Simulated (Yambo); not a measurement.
Yambo run on WO3 (space group P2_1/m, No. 11, within 0.06 Å of Cmcm). The wavefunctions are PBEsol (pw.x of Quantum ESPRESSO, ONCV potentials, without SOC) ones on a 4×2×4 mesh (32 occupied bands); a = 3.872 Å, b = 7.480 Å, c = 3.874 Å, α = 90.00°, β = 90.35°, γ = 90.00°.

Yambo input:

```
rim_cut
gw0
dyson
el_el_corr
HF_and_locXC
cohsex
em1s
RandQpts= 1000000
RandGvec= 1 Ry
EXXRLvcs= 84 Ry
VXCRLvcs= 336 Ry
Chimod= "HARTREE"
% BndsRnXs
 3 | 173 |
%
NGsBlkXs= 7 Ry
% LongDrXs
 1.0 | 1.0 | 1.0 |
%
ExtendOut
% QPkrange
 1 | 1 | 33 | 33 |
 3 | 3 | 32 | 33 |
 17 | 17 | 32 | 32 |
%
```

k points by index: 1 = Γ, 3 = (0, 0, -0.5), 17 = (-0.5, 0, -0.5).

Table of the .qp output:

```
#    K-point    Band    Eo [eV]    E [eV]    E-Eo [eV]    Vxc [eV]    Vnlxc [eV]    Sc|Eo [eV]    Re(Z)    Im(Z)
#
    1    33    1.345338    1.134324    -0.211014    -16.73090    -11.71994    -5.221977    1.000000    0.000000
    3    32    -0.012583    -1.867265    -1.854682    -20.30231    -25.23799    3.081001    1.000000    0.000000
    3    33    1.417543    1.232111    -0.185432    -16.84821    -11.93832    -5.095322    1.000000    0.000000
    17    32    0.000000    -1.855757    -1.855757    -20.32769    -25.28044    3.096997    1.000000    0.000000
```
(The two width columns are left out.) Convergence of these settings isn't established.

Geometry of the Materials Project entry, not relaxed at this level.

The structure is a Materials Project entry; no match was found in the copy of COD used, and its stability was not checked.
